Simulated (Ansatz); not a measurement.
SiC (4H polytype, P6_3mc), plane-wave PAW r²SCAN (Ansatz code). The conduction-band minimum lies at M, with 3 equivalent valleys. Second derivatives d²E/dk² of the lowest band at one valley (eV·Å²), along Cartesian directions:

```json
[
 {"direction": "[100]", "d²E/dk²": "27.50"},
 {"direction": "[010]", "d²E/dk²": "14.21"},
 {"direction": "[001]", "d²E/dk²": "24.73"},
 {"direction": "[110]", "d²E/dk²": "20.86"},
 {"direction": "[101]", "d²E/dk²": "26.14"},
 {"direction": "[011]", "d²E/dk²": "19.46"}
]
```

Problem. Find the principal effective masses, the density-of-states mass and the conductivity mass.

Solution. Off-diagonal terms follow from H_xy = H[110] − (H_xx + H_yy)/2, and m*/mₑ = 7.620 eV·Å² over each eigenvalue: 0.28, 0.31, 0.54. One valley's DOS mass (m₁m₂m₃)^(1/3) = 0.36, conductivity mass 3/(Σ 1/mᵢ) = 0.34 mₑ.

Problem. What effective density of states Nc follows at 300 K for parabolic valleys?

Solution. Nc = 2.509e19 × 3 × (0.36)^(3/2) ≈ 1.6e19 cm⁻³.

Symmetry was held in the r²SCAN relaxation.

Potentials: the later of the program's two PAW sets.

Edges and masses are those of Kohn–Sham bands, whose gap is no quasiparticle gap.
